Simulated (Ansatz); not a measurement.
Consider the following.

Relaxed Mo2C (space group Pbcn):

```
CELL_PARAMETERS angstrom
      4.67985     0.00000     0.00000
      0.00000     5.97905     0.00000
      0.00000     0.00000     5.15003
ATOMIC_POSITIONS crystal
  Mo 0.24551 0.87756 0.07966
  Mo 0.75449 0.12244 0.92034
  Mo 0.25449 0.62244 0.57966
  Mo 0.74551 0.37756 0.42034
  Mo 0.74551 0.62244 0.92034
  Mo 0.25449 0.37756 0.07966
  Mo 0.75449 0.87756 0.42034
  Mo 0.24551 0.12244 0.57966
  C  0.50000 0.87729 0.75000
  C  0.50000 0.12271 0.25000
  C  0.00000 0.62271 0.25000
  C  0.00000 0.37729 0.75000
```

A phonon eigenvector at Γ is frozen into this cell: atom i moves by Q times the vector below, so Q is the largest atomic displacement, in Å. The cell is held.

| atom | x | y | z |
|---|---|---|---|
| Mo1 | -0.717 | -0.697 | -0.005 |
| Mo2 | 0.717 | 0.697 | 0.005 |
| Mo3 | -0.717 | -0.697 | 0.005 |
| Mo4 | 0.717 | 0.697 | -0.005 |
| Mo5 | -0.717 | 0.697 | 0.005 |
| Mo6 | 0.717 | -0.697 | -0.005 |
| Mo7 | -0.717 | 0.697 | -0.005 |
| Mo8 | 0.717 | -0.697 | 0.005 |
| C9 | -0.242 | 0.000 | 0.124 |
| C10 | 0.242 | 0.000 | -0.124 |
| C11 | -0.242 | 0.000 | -0.124 |
| C12 | 0.242 | 0.000 | 0.124 |

These are LDA (plane waves to 420 eV, PAW, scalar-relativistic; Ansatz, a program for electronic structure) values and carry that method's errors. k mesh 8×7×7 (Γ-centred), Fermi-Dirac smearing 0.05 eV. Energies are smeared free energies. With partly filled bands, energies and forces of such displacements shift with the k mesh and the smearing. Mo2C is run without spin polarisation. Mo2C was relaxed with its symmetry unable to fall. The zero of ΔE is the undisplaced structure.

The scan covers Q from -0.180 to 0.180 Å in 13 points.

Problem. Is the energy the same for equal positive and negative displacements?

Solution. Even: the same for both signs.

Problem. Which space group does the distorted structure have?

Solution. P2_1/c (No. 14), lowered from Pbcn.

Problem. What is the energy change at Q = 0.180 Å?

Solution. 2434 meV/cell.

Problem. What harmonic wavenumber does the curvature at Q = 0 give?

Solution. 220 cm⁻¹.

(A displaced cell: forces are minus the slopes of the energy, force constants its curvatures, and phonons follow from these.)
